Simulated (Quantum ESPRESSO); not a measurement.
# Band energies of CsCl

```
CELL_PARAMETERS angstrom
      4.06547     0.00000     0.00000
      0.00000     4.06547     0.00000
      0.00000     0.00000     4.06547
ATOMIC_POSITIONS crystal
  Cl 0.50000 0.50000 0.50000
  Cs 0.00000 0.00000 0.00000
```

PBEsol (pw.x of Quantum ESPRESSO, ONCV potentials, without SOC); path ΓXMΓRX,MR; energies in eV from the valence-band maximum.

| k (1/Å) | point | band 4 | band 5 | band 6 | band 7 | band 8 | band 9 | band 10 | band 11 |
|---|---|---|---|---|---|---|---|---|---|
| 0.00 | Γ | -5.75 | -5.75 | 0.00 | 0.00 | 0.00 | 5.23 | 5.23 | 5.25 |
| 0.44 |  | -5.65 | -5.65 | -0.86 | -0.17 | -0.17 | 5.77 | 6.69 | 7.24 |
| 0.77 | X | -5.58 | -5.58 | -1.30 | -0.28 | -0.28 | 6.34 | 7.70 | 8.79 |
| 0.88 |  | -5.64 | -5.57 | -1.25 | -0.30 | -0.27 | 6.40 | 7.70 | 8.44 |
| 1.44 |  | -6.59 | -5.48 | -0.48 | -0.44 | -0.10 | 5.91 | 6.00 | 8.00 |
| 1.55 | M | -6.64 | -5.47 | -0.44 | -0.44 | -0.09 | 5.85 | 5.92 | 7.94 |
| 1.87 |  | -6.32 | -5.52 | -0.70 | -0.37 | -0.15 | 6.15 | 6.58 | 8.24 |
| 2.31 |  | -5.79 | -5.68 | -0.50 | -0.12 | -0.09 | 5.71 | 6.13 | 6.21 |
| 2.64 | Γ | -5.75 | -5.75 | 0.00 | 0.00 | 0.00 | 5.23 | 5.23 | 5.25 |
| 2.84 |  | -5.80 | -5.72 | -0.23 | -0.05 | -0.05 | 5.52 | 5.52 | 5.69 |
| 3.26 |  | -6.07 | -5.94 | -0.53 | -0.45 | -0.45 | 7.42 | 7.42 | 7.55 |
| 3.77 |  | -6.32 | -6.32 | -1.15 | -1.15 | -1.01 | 8.03 | 8.51 | 8.51 |
| 3.98 | R | -6.35 | -6.35 | -1.24 | -1.24 | -1.24 | 8.61 | 8.61 | 8.61 |
| 4.18 |  | -6.33 | -6.29 | -1.17 | -1.12 | -1.04 | 8.10 | 8.40 | 8.57 |
| 4.57 |  | -6.06 | -5.93 | -0.80 | -0.73 | -0.23 | 7.09 | 7.56 | 7.66 |
| 5.07 | X | -5.58 | -5.58 | -1.30 | -0.28 | -0.28 | 6.34 | 7.70 | 8.79 |
| 5.07 | M | -6.64 | -5.47 | -0.44 | -0.44 | -0.09 | 5.85 | 5.92 | 7.94 |
| 5.36 |  | -6.55 | -5.77 | -0.69 | -0.69 | -0.50 | 6.73 | 6.88 | 8.07 |
| 5.84 | R | -6.35 | -6.35 | -1.24 | -1.24 | -1.24 | 8.61 | 8.61 | 8.61 |

The PBEsol gap is direct, 5.23 eV at Γ.

Geometry relaxed with PBEsol.
